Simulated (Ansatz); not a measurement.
All numbers below come from DFT PBE, scalar-relativistic, plane waves, PAW in Ansatz 0.2.0. Settings: cutoff 420 eV, Γ-centred meshes spaced at most about 0.3 Å⁻¹ (2π included), Gaussian smearing. No spin polarisation in the final relaxations.

All energies are static (0 K, no zero-point motion). All come from trial cells, and lower structures may exist.

Question: Order these relaxed structures of K2MgFeC6N6 by energy, lowest first, with the energy over the lowest of them.
1.

```
CELL_PARAMETERS angstrom
3.55220 2.05086 6.12847
-3.55220 2.05086 6.12847
0.00000 -4.10173 6.12847
ATOMIC_POSITIONS crystal
K 0.72064 0.72064 0.72064
K 0.21955 0.21955 0.21955
Mg 0.50336 0.50336 0.50336
Fe 0.00340 0.00340 0.00340
C 0.77227 0.18600 0.87435
C 0.18600 0.87435 0.77227
C 0.87435 0.77227 0.18600
C 0.23321 0.82146 0.13487
C 0.82146 0.13487 0.23321
C 0.13487 0.23321 0.82146
N 0.63013 0.30292 0.78968
N 0.30292 0.78968 0.63013
N 0.78968 0.63013 0.30292
N 0.37366 0.71274 0.22086
N 0.71274 0.22086 0.37366
N 0.22086 0.37366 0.71274
```

2.

```
CELL_PARAMETERS angstrom
0.00000 5.20436 5.20436
5.20436 0.00000 5.20436
5.20436 5.20436 0.00000
ATOMIC_POSITIONS crystal
K 0.25000 0.25000 0.25000
K 0.75000 0.75000 0.75000
Mg 0.50000 0.50000 0.50000
Fe 0.00000 0.00000 0.00000
C 0.81989 0.18011 0.18011
C 0.18011 0.81989 0.18011
C 0.18011 0.18011 0.81989
C 0.18011 0.81989 0.81989
C 0.81989 0.18011 0.81989
C 0.81989 0.81989 0.18011
N 0.70688 0.29312 0.29312
N 0.29312 0.70688 0.29312
N 0.29312 0.29312 0.70688
N 0.29312 0.70688 0.70688
N 0.70688 0.29312 0.70688
N 0.70688 0.70688 0.29312
```

Answer: 1 (0 meV/atom), 2 (12 meV/atom). Forms: 1 R3; 2 Fm-3m.

Trial moments died out on the coarse mesh in Fm-3m; another magnetic start might hold. Cells relaxed within their symmetry can be saddle points. The R3 cell of K2MgFeC6N6 came from shaking the Fm-3m one. Some structure types and database cells were kept out of the candidates from the start, so a known form may be missing.
